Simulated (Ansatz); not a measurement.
The relaxed structure here is a generated cell of Bi: the first start was made by placing the elements on the sites of a structure type, and the end was not matched to a known phase here, so it may be hypothetical. Known forms of Bi include space group No. 166.

A relaxed structure of Bi. Space group I4/mmm (No. 139). The numbers are results of PBEsol (plane waves to 420 eV, PAW, scalar-relativistic; Ansatz, an electronic-structure program), not measurements.

```xyz
2
Lattice="-2.2736 2.2736 3.3157 2.2736 -2.2736 3.3157 2.2736 2.2736 -3.3157" Properties=species:S:1:pos:R:3 pbc="T T T"
Bi     0.0000     0.0000     1.8096
Bi     0.0000     0.0000     4.8218
```

For Bi, the volume per atom comes out as 34.28 Å³, the band gap is no gap (metallic) and the shortest distances is Bi–Bi 3.01 Å. The k-mesh is 14×14×14.

No spin polarisation in the result.

The run could not lose the symmetry of its start: the end is stationary, and may be a saddle point rather than a minimum.

It was reached from a disturbed copy of a Cmcm (No. 63) cell, against which it lies -0.02 eV/atom.
